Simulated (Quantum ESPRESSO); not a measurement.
# B2SiO2N2: convergence and cost over cutoff and k mesh

A calculation, not a measurement. The program is pw.x of Quantum ESPRESSO 7.5 (plane-wave density functional theory). The cell is made up: 7 atoms on a wurtzite lattice with one site empty, with randomly drawn elements, strain and displacements, not relaxed. PseudoDojo standard norm-conserving files (v0.5 for PBE, v0.4.1 for LDA and PBEsol) set the functional; there is no spin polarisation, spin-orbit coupling or dispersion term, and the masses in the input are unused placeholders.

Input of the run in row 4:

```
&control calculation='scf', pseudo_dir='./dojo.nc.sr.pbe.v0_5.standard.upf', outdir='./o', disk_io='medium', tprnfor=.true., tstress=.true. /
&system ibrav=0, nat=7, ntyp=4, nbnd=22, ecutwfc=84.00895049, nosym=.true., tot_charge=0,
 occupations='smearing', smearing='fd', degauss=0.0018374661
/
&electrons conv_thr=7.350e-09, electron_maxstep=60, /
ATOMIC_SPECIES
B 1.0 B.upf
N 1.0 N.upf
O 1.0 O.upf
Si 1.0 Si.upf
CELL_PARAMETERS angstrom
2.6635 0.022 0.0042
0.0381 4.6534 0.0209
0.0068 0.0197 4.4192
ATOMIC_POSITIONS angstrom
B 0.0142 0.1026 0.1421
B 1.4359 2.3884 0.0819
Si 0.0332 3.0482 2.148
O 0.0097 0.0105 1.693
N 1.3362 2.3267 1.8407
N 1.3355 0.7288 3.7068
O -0.0383 3.1728 3.8864
K_POINTS automatic
7 4 4 1 1 1
```

The same cell was run at these settings. Meshes are shifted by half a step, and differences are from the last row, which is itself not exact.

```
cutoff (eV)     k mesh  k points solved  threshold (eV)  free energy less the last row's (eV)  pressure (GPa)  largest stress difference (GPa)  largest force difference (eV/Å)  iterations  wall time (s)  k-point pools              processor
        800  2 x 2 x 2                4           1e-04                                -0.392           -2.16                            20.25                            0.562           8             10              1  AMD EPYC, Zen 5 class
       1143  2 x 2 x 2                4           1e-07                                -0.854            7.43                            10.63                            0.537          12             22              1  AMD EPYC, Zen 5 class
        734  7 x 4 x 4               56           1e-07                                 1.065           -9.15                            18.19                            0.078          13             78              1  AMD EPYC, Zen 5 class
       1143  7 x 4 x 4               56           1e-07                                 0.001            8.63                             0.02                            0.002          13            154              1  AMD EPYC, Zen 5 class
       1437  9 x 6 x 6              162           1e-07                                 0.000            8.64                             0.00                            0.000          13            410              1  AMD EPYC, Zen 5 class
```

Each pool is one process. Wall times include start-up and a band step at six k points, which weighs most on the coarsest meshes. The runs were on shared virtual cores whose load varied, so times are rough.